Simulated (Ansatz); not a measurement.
The start is a generated cell, HfO2 built in the AFLOW prototype AB2_cF48_227_c_e (as in Ti2C). The structure is fully relaxed (lattice and positions, P = 0) with r2SCAN (plane waves to 500 eV, PAW, scalar-relativistic; Ansatz, a program for electronic structure).

Ansatz input (later rounds restart from its end on a renewed k-mesh):
Ansatz 0.2 input:
```yaml
crystal:
  lattice:
    - [0, 4.0882014, 4.0882014]
    - [4.0882014, 0, 4.0882014]
    - [4.0882014, 4.0882014, 0]
  atoms:
    - { symbol: Hf, position: [0.625, 0.625, 0.625] }
    - { symbol: Hf, position: [0.125, 0.625, 0.625] }
    - { symbol: Hf, position: [0.625, 0.125, 0.625] }
    - { symbol: Hf, position: [0.625, 0.625, 0.125] }
    - { symbol: O, position: [0.87, 0.87, 0.87] }
    - { symbol: O, position: [0.39, 0.87, 0.87] }
    - { symbol: O, position: [0.87, 0.39, 0.87] }
    - { symbol: O, position: [0.87, 0.87, 0.39] }
    - { symbol: O, position: [0.38, 0.38, 0.38] }
    - { symbol: O, position: [0.86, 0.38, 0.38] }
    - { symbol: O, position: [0.38, 0.86, 0.38] }
    - { symbol: O, position: [0.38, 0.38, 0.86] }
basis: { ecutwfc: 500, ecutrho_ratio: 4, xc_grid: 4, fft_grid_basis: typed }
kpoints: { mp_grid: { grid: [6, 6, 6] } }
hamiltonian:
  xc: r2scan
  dispersion: none
  pseudopotentials: { kind: paw }
scf: { occupations: { method: fermi_dirac, width: 0.05 } }
relax: { f_tol: 0.01, max_steps: 100, cell: { stress_tol: 0.02 } }
output: { forces: true, stress: true }
```

**Question.** What pressure does the first self-consistent step give?

**Answer.** +51.6 GPa (positive: the cell is compressed).

**Question.** Which atoms feel the largest initial force, and how large is it?

**Answer.** 0.45 eV/Å, on O5, O6, O7, O8, O9, O10, O11, O12 (atoms numbered as listed).

**Question.** By how much does the energy per atom fall from start to end?

**Answer.** 0.51 eV/atom.

**Question.** How do the shortest distances between atoms change?

**Answer.** The closest pairs of elements (up to four, under 3.6 Å), start → end: Hf–O 2.00 → 2.10 Å; O–O 2.78 → 2.70 Å; Hf–Hf 2.89 → 3.20 Å.

The space group stays Fd-3m (No. 227) (the run could not lower it); the end is AFLOW prototype AB2_cF48_227_c_e (as in Ti2C), with 12 atoms in the primitive cell. Final values are on a 5×5×5 k-mesh of the relaxed cell. No spin polarisation in the result.

The run could not lose the symmetry of its start: the end is stationary, and may be a saddle point rather than a minimum.

The relaxed structure here is a generated cell of HfO2: the first start was made by placing the elements on the sites of a structure type, and the end was not matched to a known phase here, so it may be hypothetical. Known forms of HfO2 include space group No. 14, 29, 137, 225.
